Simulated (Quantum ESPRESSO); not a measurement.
## HfRu7 (a guest atom moved from site to site)

A calculation, not a measurement. The program is pw.x of Quantum ESPRESSO 7.5 (plane-wave density functional theory). The cell is made up: eight metal atoms on a hexagonal close-packed lattice, with elements, volume, strain and displacements drawn at random and not relaxed, so it may be unstable or far from any real phase. PseudoDojo standard norm-conserving files set the functional (PBE unless stated); there is no spin polarisation or spin-orbit coupling, the Fermi-Dirac width of 0.25 eV means electrons at about 2900 K, and the masses in the input are unused placeholders. Heavy elements are run without spin-orbit coupling, which real alloys of them have. A spin test at this wide smearing found no moment, but such smearing suppresses magnetism that the real alloy may have.

The runs move one Hf atom among sites that otherwise hold Ru. Cell, positions, cutoff, mesh and smearing stay as in the input of run 1; sites are counted in its order. Stress in the tables is positive in tension.

Input of run 1:

```
&control calculation='scf', pseudo_dir='./dojo.nc.sr.pbe.v0_5.standard.upf', outdir='./o', disk_io='minimal', tprnfor=.true., tstress=.true. /
&system ibrav=0, nat=8, ntyp=2, nbnd=80, ecutwfc=84.00895049, nosym=.true., tot_charge=0,
 occupations='smearing', smearing='fd', degauss=0.0183746611
/
&electrons conv_thr=1.470e-08, electron_maxstep=70, mixing_beta=0.5 /
ATOMIC_SPECIES
Hf 1.0 Hf.upf
Ru 1.0 Ru.upf
CELL_PARAMETERS angstrom
2.7486 -0.0501 -0.0101
1.4339 -2.3657 -4.4238
1.2603 7.0536 -4.4546
ATOMIC_POSITIONS angstrom
Hf -0.0361 -0.0086 0.0472
Ru 1.4256 2.2743 -4.4107
Ru 1.3892 -0.7429 -2.2949
Ru 2.6916 1.7183 -6.6263
Ru 2.6418 4.5611 -4.3787
Ru 2.759 -0.0119 -4.4914
Ru 2.6823 1.5474 -2.3206
Ru 4.0057 3.9339 -6.633
K_POINTS automatic
9 5 3 1 1 1
```

| run | elements on sites 1 to 8 | free energy less that of run 1 (eV) | -TS (eV) | pressure (GPa) | stress xx (GPa) | stress yy (GPa) | stress zz (GPa) | stress yz (GPa) | stress xz (GPa) | stress xy (GPa) | iterations |
| --- | --- | --- | --- | --- | --- | --- | --- | --- | --- | --- | --- |
| 1 | Hf Ru Ru Ru Ru Ru Ru Ru | 0.000 | -1.652 | 8.76 | -11.96 | -10.08 | -4.25 | 0.43 | -0.80 | -5.24 | 21 |
| 2 | Ru Ru Hf Ru Ru Ru Ru Ru | 0.188 | -1.689 | 9.28 | -12.91 | -10.38 | -4.56 | 0.64 | -0.96 | -4.96 | 21 |
| 3 | Ru Ru Ru Ru Hf Ru Ru Ru | 0.210 | -1.681 | 9.29 | -13.50 | -9.91 | -4.47 | -0.04 | -1.03 | -4.57 | 22 |
| 4 | Ru Ru Ru Ru Ru Ru Hf Ru | 0.279 | -1.672 | 9.29 | -12.77 | -10.60 | -4.50 | 0.01 | -0.65 | -4.91 | 22 |
| 5 | Ru Ru Ru Ru Ru Ru Ru Hf | 0.458 | -1.711 | 9.89 | -13.74 | -10.81 | -5.12 | 0.77 | -0.88 | -4.61 | 21 |

Forces Fx Fy Fz (eV/Å):

```
site              run 1              run 2              run 3             run 4              run 5
   1   0.11 -0.41 -0.92    0.09 0.02 -0.15    0.03 1.09 -0.73  0.14 -0.59 -0.10    0.17 0.11 -1.96
   2    -0.91 1.14 0.05   -0.87 1.10 -0.04  -0.97 -0.35 -0.19  -0.87 1.54 -1.66    -0.78 0.66 0.63
   3   -0.30 -0.31 0.22   -0.24 -0.18 1.13    -0.29 0.37 0.07  -0.24 -1.75 0.90    -0.35 1.11 0.53
   4  -0.01 -1.88 -0.12  -0.04 -1.90 -0.19    0.13 -2.02 1.39   0.09 -0.81 0.01   0.08 -3.43 -0.04
   5    0.40 0.60 -0.67    0.35 1.40 -0.10    0.30 1.56 -0.86   0.34 1.83 -0.57     0.38 1.78 0.07
   6    0.01 0.76 -0.43  -0.03 -0.38 -1.79    0.02 -0.71 0.01   0.04 -0.54 0.47  -0.03 -0.75 -0.15
   7     0.43 0.43 0.61     0.40 1.38 1.22     0.45 0.00 1.24    0.19 0.37 1.42    0.47 -0.06 1.10
   8    0.27 -0.33 1.24   0.35 -1.44 -0.07    0.33 0.06 -0.94  0.32 -0.05 -0.48    0.07 0.58 -0.18
```

The sites are displaced and not relaxed, so the energy differences mix bonding between neighbours with strain and are not ordering energies. A rerun of one cell of this series at a higher cutoff and on a denser mesh moved values by no more than 0.005 eV in energy, 0.07 GPa in stress and 0.006 eV/Å in force, and a second program with other atomic files agreed on that cell to 2 % rms in force and 0.5 GPa in pressure.